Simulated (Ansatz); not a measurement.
Ta3N: an elastic constant from a strain scan

These are results of DFT PBEsol, scalar-relativistic, plane waves, PAW in Ansatz, not measurements. Cutoff 420 eV, Γ-centred 18×18×8 k-points, Gaussian smearing of 0.15 eV. Spin–orbit coupling is left out, which can shift energies with elements as heavy as these. No spin polarisation. Energies are free energies at this smearing, counted from the undisturbed cell; pressure is positive in compression.

The starting cell (relaxed at this level; it needn't be the usual structure):

```
Ta N
1.0
     3.00050    0.00000    0.00000
    -1.50025    2.59851    0.00000
     0.00000    0.00000    7.44993
Ta N
3 1
Direct
  0.00000 0.00000 0.50000
  0.33333 0.66667 0.17259
  0.66667 0.33333 0.82741
  0.00000 0.00000 0.00000
```

The cell is strained by ε times the Voigt pattern (1, -1, 0, 0, 0, 0) (xx, yy, zz, yz, xz, xy; engineering shear) with fractional coordinates fixed. The cell holds 4 atoms in V0 = 58.09 Å³. The stress column is τ = (1/V0) dE/dε, got from the stress tensor σ (compression positive) at each point as −det(1 + εP) σ : P(1 + εP)⁻¹, with P the pattern as a tensor.

```csv
ε,ΔE (meV/atom),τ (GPa)
-0.0400,?,?
-0.0200,6.097,-6.551
0.0000,0.000,0.000
0.0100,1.533,3.343
0.0300,12.827,8.976
```

Which combination of elastic constants does this scan measure, and how large is it?

For small ε, τ = τ0 + Kε with K = pᵀCp, which for this pattern is C11 + C22 − 2 C12 in the Cartesian frame shown. The parabola through τ at ε = -0.0200, 0 and 0.0100 has slope K = 332 GPa at zero. The energies per cell, E = NΔE, of the same two points give K = 2[E(ε₊)/ε₊ − E(ε₋)/ε₋]/[(ε₊ − ε₋)V0] = 337 GPa, in agreement. These are clamped-ion values.

Predict the withheld row at ε = -0.0400 from the harmonic law, and compare.

ΔE = V0(τ0 ε + Kε²/2)/N = 24.076 meV/atom and τ = -13.28 GPa. The calculation gives 23.575 meV/atom and -12.98 GPa, a miss of 2.1 % of the harmonic energy, so the harmonic law still holds here.

Forces appear on the atoms along this scan, and letting them relax would lower the energy and soften the response. In a metal these slopes depend on the k mesh and the smearing.

Cost: 5 runs of about 3.1 core-minutes in all, on Arm Neoverse V2 (shared hosts).